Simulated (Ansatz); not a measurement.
# Gd: all-electron results

```
CELL_PARAMETERS angstrom
3.64193 0.00000 0.00000
-1.82097 3.15401 0.00000
0.00000 0.00000 5.90172
ATOMIC_POSITIONS crystal
Gd 0.33333 0.66667 0.25000
Gd 0.66667 0.33333 0.75000
```

Atoms are numbered in the order listed.

Structure from Materials Project entry mp-155 (possibly hypothetical), not relaxed further.

Semilocal functionals without a Hubbard term describe localised f shells poorly; where the shell is localised, the real material differs.

The magnetic state is the one reached from the start moments; no search over orders was made, so it needn't be the ground state.

No spin–orbit coupling, which matters for the heavy atoms here.

These are results of DFT, LDA, all-electron LAPW, scalar-relativistic in Ansatz 0.2.0, not measurements.

Numerical set-up: a Γ-centred 12×12×6 k mesh, Fermi–Dirac smearing of 0.03 eV, basis error target 1 meV/atom, spin-polarised from start moments Gd1 7, Gd2 7 μB.

```json
{"Pressure at this cell": "-4.37 GPa", "Band gap": "none: bands cross the Fermi level, a metal", "Stress xx, yy, zz (compression positive)": "-4.15, -4.15, -4.83 GPa", "Moment of the cell": "15.18 μB", "Moments in the spheres": "Gd1 7.44 μB", "Density of states at the Fermi level (0.2 eV bin)": "4.65 states/eV per cell", "Volume per atom": "33.90 Å³"}
```
